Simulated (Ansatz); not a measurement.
Here is the system:

SiSnGeC:
Space group Pmm2 (No. 25); a = 3.274 Å, b = 3.944 Å, c = 5.561 Å, α = 90.00°, β = 90.00°, γ = 90.00°

```
atom  site  symmetry       x       y       z
----  ----  --------  ------  ------  ------
C       1a       mm2  0.0000  0.0000  0.9755
Si      1c       mm2  0.5000  0.0000  0.1533
Ge      1d       mm2  0.5000  0.5000  0.3961
Sn      1b       mm2  0.0000  0.5000  0.7754
```

This is the r²SCAN-relaxed structure.

Question: All from plane-wave PAW r²SCAN (Ansatz code), unless another level is named. Estimate the electronic character.

Answer: metallic (no gap).

Question: Give the formation energy from the elements (no fitted shifts).

Answer: 0.48 eV/atom.

Question: Give the density of states at the Fermi level.

Answer: 0.24 states/eV per atom (mean over ±0.08 eV).

The start of the workflow was typed in or built on a structure type; neither database checked (COD, Materials Project) lists it. Whether it is the stable phase at ambient conditions was not checked. The cell keeps a stress of up to 0.2 GPa. The r²SCAN relaxation kept the symmetry of its start; its stability against distortions is not shown here. Its formation energy is positive at this level, so the cell may be metastable or incomplete. The references are the lowest solids computed at this level, not always the standard phases. Spin–orbit coupling is left out wherever it is not named.

Potentials: the earlier of the program's two PAW sets.
